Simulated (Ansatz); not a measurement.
## Ga4AsP3: zone-centre modes

All numbers below come from Ansatz, DFT PBE, scalar-relativistic, plane waves, PAW. Cutoff 420 eV, 6×6×6 k-points (Γ-centred), fixed occupations. No spin polarisation. Phonons by linear response, acoustic sum rule imposed.

Relaxed structure:
```
Ga P As
1.0
     5.56418    0.00000    0.00000
     0.00000    5.56418    0.00000
     0.00000    0.00000    5.56418
Ga P As
4 3 1
Direct
  0.75442 0.75442 0.24558
  0.75442 0.24558 0.75442
  0.24558 0.75442 0.75442
  0.24558 0.24558 0.24558
  0.50000 0.00000 0.00000
  0.00000 0.50000 0.00000
  0.00000 0.00000 0.50000
  0.50000 0.50000 0.50000
```

The structure comes from a generated guess, relaxed at this level; another structure or a mixture of phases may lie lower.

Optical modes at Γ (transverse, no macroscopic field):
```
frequency (meV)  degeneracy  IR intensity of the level ((D/Å)²/amu)
           11.2           3                                    0.00
           12.2           3                                    0.00
           29.1           2                                    0.00
           29.8           1                                    0.00
           31.0           3                                    5.38
           41.3           3                                    0.00
           41.7           3                                   23.70
           42.0           3                                   28.71
```

All 21 optical modes at Γ are real: no displacement of atoms at fixed cell lowers the energy to second order. Strains and modes at other wave vectors aren't tested by this run.

```json
{
  "Electronic dielectric constant ε∞ (principal values)": "11.40",
  "Static dielectric constant ε0 (principal values)": "13.7",
  "Refractive index √ε∞, mean": "3.38",
  "Kohn–Sham gap on the mesh": "1.16 eV",
  "Cost": "4.7 min on 4 threads of Arm Neoverse V1, on a shared host, peak memory 4.1 GiB"
}
```

Born effective charges (e):
```tsv
atom	Z*xx	Z*yy	Z*zz	mean
Ga (atom 1)	2.20	2.20	2.20	2.20
P (atom 5)	-2.38	-2.24	-2.24	-2.29
As (atom 8)	-1.95	-1.95	-1.95	-1.95
```

The modes are given without the long-range field that lifts LO modes in polar crystals.
